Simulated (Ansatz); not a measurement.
SnTe:
```xyz
2
Lattice="0.0000 3.1871 3.1871 3.1871 0.0000 3.1871 3.1871 3.1871 0.0000" Properties=species:S:1:pos:R:3 pbc="T T T"
Te     0.0000     0.0000     0.0000
Sn     3.1871     3.1871     3.1871
```

Plane-wave PAW r²SCAN (Ansatz code) gives a gap of 0.14 eV without spin–orbit coupling, maximum at L, minimum at L.

What happens when spin–orbit coupling is switched on?

The gap falls by 0.05 eV, to 0.09 eV; maximum at L, minimum at L.

Space group Fm-3m (rock salt). The r²SCAN relaxation kept the symmetry of its start.

Potentials: the later of the program's two PAW sets.
